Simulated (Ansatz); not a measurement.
Si:
Space group Fd-3m, origin choice 1 (No. 227); a = 5.4443 Å, b = 5.4443 Å, c = 5.4443 Å, α = 90.00°, β = 90.00°, γ = 90.00°

```
atom  site  symmetry       x       y       z
----  ----  --------  ------  ------  ------
Si      8a      -43m  0.0000  0.0000  0.0000
```
(The calculation used a cell of 2 atoms; values per cell refer to that cell.)

Relaxed with r²SCAN. Independent-particle spectrum: no excitons, no local fields, no scissors shift; 0.1 eV broadening; ε₁ of the summed bands alone.

### Question
Tabulate the dielectric function from plane-wave PAW r²SCAN (Ansatz code).

### Answer


```csv
E (eV),ε₁ xx,ε₂ xx
0.0,11.93,0.00
0.5,12.09,0.00
1.0,12.61,0.00
1.5,13.63,0.00
2.0,15.49,0.00
2.5,19.48,0.00
3.0,30.93,7.02
3.5,23.03,20.57
4.0,26.04,45.50
4.5,-12.35,22.50
5.0,-11.39,16.57
5.5,-9.04,10.44
6.0,-7.99,7.35
6.5,-6.88,5.05
7.0,-5.42,3.63
7.5,-4.56,3.17
8.0,-4.00,2.41
8.5,-3.52,1.92
9.0,-3.01,1.53
9.5,-2.58,1.17
10.0,-2.17,0.95
10.5,-1.83,0.79
11.0,-1.56,0.67
11.5,-1.32,0.57
12.0,-1.10,0.49
```

### Question
From ε at 4.2 eV (xx: -10.97 + 50.02i), find n, k, the normal reflectivity and the absorption coefficient.

### Answer
n = 4.49, k = 5.576, R = 71 %, α = 2kE/ħc = 2400000 cm⁻¹.

With all bands, ε∞ without local fields is 11.9. DFPT, with local fields, gives 11.7.

The r²SCAN relaxation kept the symmetry of its start; phonons on a q-mesh show no instability.

Potentials: the later of the program's two PAW sets.
